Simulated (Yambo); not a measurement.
RPA spectrum of WO₃ (ReO3 type, space group Pm-3m, No. 221) on PBEsol bands in Yambo (10×10×10 mesh, 47 bands, 4 Ry local-field block, 0.2 eV broadening; field along x). CGrdSpXd merges neighbouring transition energies to save time; the report line [X-CG] gives the poles kept by one of the 4 MPI tasks, and where the merging fails may depend on that split.

```tsv
CGrdSpXd asked (%)	share reached (%)	poles used (one task)	static ε	largest change of Im ε (% of its maximum)	rough time
100	100	5691	9.03	0.0	1
70	69	3983	9.03	0.1	within a factor of two
30	29	1688	9.04	0.7	about 1/2
15	2	139	9.23	22	about 1/4
5	2	139	9.23	22	about 1/4
```

All runs end normally. In the runs at 15 %, 5 % few poles are left or the spectrum changes by over a quarter of its peak, and no warning says so. Times are rough ratios from shared machines. The k mesh wasn't tested; the rows compare only with each other.

Spin-orbit coupling is not included.

Geometry relaxed with PBEsol; primitive cell a = 3.7950 Å, b = 3.7950 Å, c = 3.7950 Å, α = 90.00°, β = 90.00°, γ = 90.00°.

The structure is a Materials Project entry; no match was found in the copy of COD used, and its stability was not checked.
